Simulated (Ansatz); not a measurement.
SiGe (P4/nmm), relaxed with PBE (Ansatz, a quantum-chemistry and plane-wave program, plane waves, PAW): a = b = 3.826 Å, c = 5.346 Å, α = β = γ = 90.00°.

ΔH_f (eV/atom): 0.39

Task: The same phase is relaxed and computed with r²SCAN in the same code. What are the cell and these values now?

Result: a = b = 3.8061 Å, c = 5.8432 Å, α = β = γ = 90.00°.

- ΔH_f (eV/atom): 0.50

Constructed cells (a structure type filled with these elements, in neither database checked): SiGe, P4/nmm (Ge on 2c, Si on 2a). Weakly bound layers, chains or molecules computed without a dispersion correction, so cells and soft constants are ill determined: SiGe, P4/nmm (Ge on 2c, Si on 2a) with PBE; SiGe, P4/nmm (Ge on 2c, Si on 2a) with r²SCAN. All cells were relaxed under the symmetry of their starts (and spin orders); stability against distortions was not tested throughout. Scalar-relativistic: spin–orbit coupling is off unless named, which matters more the heavier the elements.

Potentials: the later of the program's two PAW sets.

Ansatz is a plane-wave DFT program.

Formation energies count from the lowest solids of the elements computed at the same level, not from gases.
